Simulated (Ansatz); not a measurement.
## ZnS (F-43m), zone-centre modes

The calculation used Ansatz, DFT r2SCAN, scalar-relativistic, plane waves, PAW. Settings: plane waves to 500 eV, k-mesh 6×6×8 (Γ-centred), Gaussian smearing 0.05 eV. No spin polarisation.

Reference structure (relaxed at this level):

```
CELL_PARAMETERS angstrom
0.00000 -2.69451 -2.69451
-2.69451 0.00000 -2.69451
2.69451 2.69451 -5.38903
ATOMIC_POSITIONS crystal
Zn 0.00000 0.00000 0.00000
Zn 0.50000 0.50000 0.50000
S 0.37500 0.37500 0.87500
S 0.87500 0.87500 0.37500
```

Harmonic modes by finite displacements of 0.02 Å, without the LO–TO term. The cell doubles the primitive one, so its zone centre also holds the primitive cell's point q = (0, 0, 1/2).

**Question.** At this geometry, is the structure stable against these modes?

**Answer.** Yes: no mode is imaginary beyond 10 cm⁻¹, and only the three translations lie near zero.

**Question.** List the wavenumbers in cm⁻¹.

**Answer.** 0, 0, 0, 72, 72, 197, 273, 273, 273, 289, 289, 338.

Cost: 1 run of about 5.5 core-minutes, on Intel Xeon Processor @ 2.70GHz (shared hosts).